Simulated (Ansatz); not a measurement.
K₂LiRhF₆ in space group Fm-3m (No. 225; K on 8c, Li on 4b, Rh on 4a, F on 24e), DFT-r²SCAN in the program Ansatz with PAW potentials. The conduction-band minimum lies at X, with 3 equivalent valleys. Second derivatives d²E/dk² of the lowest band at one valley (eV·Å²), along Cartesian directions:

```json
[
 {"direction": "[100]", "d²E/dk²": "2.435"},
 {"direction": "[010]", "d²E/dk²": "2.823"},
 {"direction": "[001]", "d²E/dk²": "2.823"},
 {"direction": "[110]", "d²E/dk²": "2.629"},
 {"direction": "[101]", "d²E/dk²": "2.629"},
 {"direction": "[011]", "d²E/dk²": "2.823"}
]
```

### Question
Find the principal effective masses, the density-of-states mass and the conductivity mass.

### Answer
Off-diagonal terms follow from H_xy = H[110] − (H_xx + H_yy)/2, and m*/mₑ = 7.620 eV·Å² over each eigenvalue: 2.7, 2.7, 3.1. One valley's DOS mass (m₁m₂m₃)^(1/3) = 2.8, conductivity mass 3/(Σ 1/mᵢ) = 2.8 mₑ.

### Question
What effective density of states Nc follows at 300 K for parabolic valleys?

### Answer
Nc = 2.509e19 × 3 × (2.8)^(3/2) ≈ 3.5e20 cm⁻³.

The first step of the workflow began from a Materials Project structure, measured or hypothetical; the Crystallography Open Database copy checked does not list it. Its standing as an ambient phase is unchecked. The cell was relaxed with r²SCAN under the symmetry of its start; its stability against distortions is not shown here. No spin polarisation was allowed. Scalar-relativistic: spin–orbit coupling is off unless named, which matters more the heavier the elements.

Potentials: the later of the program's two PAW sets.

Edges and masses are those of Kohn–Sham bands, whose gap is no quasiparticle gap.
